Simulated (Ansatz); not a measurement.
## FeSn$_{2}$H$_{4}$Cl$_{2}$: single run (Ansatz)

Input:

```yaml
crystal:
  lattice:
    - [4.050183, 4.707133, 0.0]
    - [4.050183, -4.707133, 0.0]
    - [0.569922, 0.0, -3.964829]
  atoms:
    - { symbol: Fe, position: [0.0, 0.0, 0.0] }
    - { symbol: Cl, position: [0.23866, 0.23866, 0.44156] }
    - { symbol: Cl, position: [0.76134, 0.76134, 0.55844] }
    - { symbol: Sn, position: [0.24273, 0.75727, 0.0] }
    - { symbol: Sn, position: [0.75727, 0.24273, 0.0] }
    - { symbol: H, position: [0.4224, 0.7704, 0.901] }
    - { symbol: H, position: [0.2296, 0.5776, 0.099] }
    - { symbol: H, position: [0.5776, 0.2296, 0.099] }
    - { symbol: H, position: [0.7704, 0.4224, 0.901] }
  symmetry: { tolerance: 0.0003 }
kpoints:
  mp_grid: { grid: [3, 3, 5], shift: [0, 0, 0] }
magnetization:
  spin_polarized: false
scf:
  occupations: { method: fermi_dirac }
  mixing: { algorithm: broyden, beta: 1.0, ndim: 1, preconditioner: none }
  max_iter: 100
hamiltonian:
  pseudopotentials: { kind: paw }
  xc: r2scan
basis:
  ecutwfc: 500
output:
  forces: true
  stress: true
  eigenvalues: true
```

Launch command:

```bash
ansatz run input.yaml --threads 1 --pin off --max-ram 2560MiB --backend cpu --events-out ev --progress --plain --runs-dir out
```

Origin of the cell: a known structure type with other elements, at an estimated volume, so it need not be a known compound.

The smearing width isn't typed, so it takes its default of 0.1 eV.

Output (shortened):

```
SCF iter   1: F=—  HF=-18766.349186 eV  Δρ=3.44e-2  dr2=1.77e0  dr2_τ=3.42e-1  defer=11
SCF iter   2: F=—  HF=-18784.619252 eV  Δρ=3.11e-1  dr2=1.60e2  dr2_τ=1.44e0  defer=19  κ⁻¹=1.0e0(r=1)
SCF iter   3: F=—  HF=-18766.260852 eV  Δρ=1.11e-2  dr2=1.63e-1  dr2_τ=6.08e-3  defer=29  κ⁻¹=1.0e0(r=1)
SCF iter   4: F=—  HF=-18766.293566 eV  Δρ=9.47e-3  dr2=2.02e-1  dr2_τ=8.53e-3  defer=5  κ⁻¹=1.0e0(r=1)
[… 31 lines left out …]
SCF iter  36: F=—  HF=-18766.232474 eV  Δρ=3.30e-5  dr2=2.34e-6  dr2_τ=7.52e-8
SCF iter  37: F=—  HF=-18766.232474 eV  Δρ=5.03e-6  dr2=5.08e-8  dr2_τ=2.03e-9
SCF iter  38: F=-18766.232474 eV  HF=-18766.232474 eV  Δρ=1.56e-6  dr2=2.87e-9  dr2_τ=1.20e-10
SCF iter  39: F=-18766.232474 eV  HF=-18766.232474 eV  Δρ=1.56e-6  dr2=2.88e-9  dr2_τ=1.20e-10
SCF 1 converged in 39 iterations: F = -18766.232474 eV  dr2 = 2.88e-9
SCF converged after 39 iterations
Free energy (F): -18766.232474 eV
Harris-Foulkes:  -18766.232474 eV  (|F-HF|=2.85e-9)
Internal energy: -18766.175200 eV  (E = F + TS)
E sigma→0 (E₀):  -18766.203837 eV
Entropy (-TS):   -0.057274 eV (-6.364 meV/atom)
[… 23 lines left out …]
  atom   5  Sn     0.000000    37.307494    -0.000000
  atom   6  H     19.642593    19.830047    10.481106
  atom   7  H    -19.642593    19.830047   -10.481106
  atom   8  H    -19.642593   -19.830047   -10.481106
  atom   9  H     19.642593   -19.830047    10.481106
  max |Σ_I F_I| component: 3.55e-15 eV/Å
--- Stress (GPa, compression-positive) ---
       56.015599      -0.000000      36.360981
       -0.000000      85.305913      -0.000000
       36.360960      -0.000000      14.236823
  P = ⅓ Tr σ = 51.8528 GPa (518.528 kbar)
```

**Question.** Why shouldn't this run be trusted?

**Answer.** It holds mixing far too strong: `scf.mixing` typed as { algorithm: broyden, beta: 1.0, ndim: 1, preconditioner: none }. The calculation finished and met its thresholds. It reached the result of a sound input all the same, in 39 SCF iterations against 11.

Time: 110 s on 1 thread of Intel(R) Xeon(R) Platinum 8488C (Sapphire Rapids), on a shared host, peak memory 0.86 GiB, from the program's own first density.
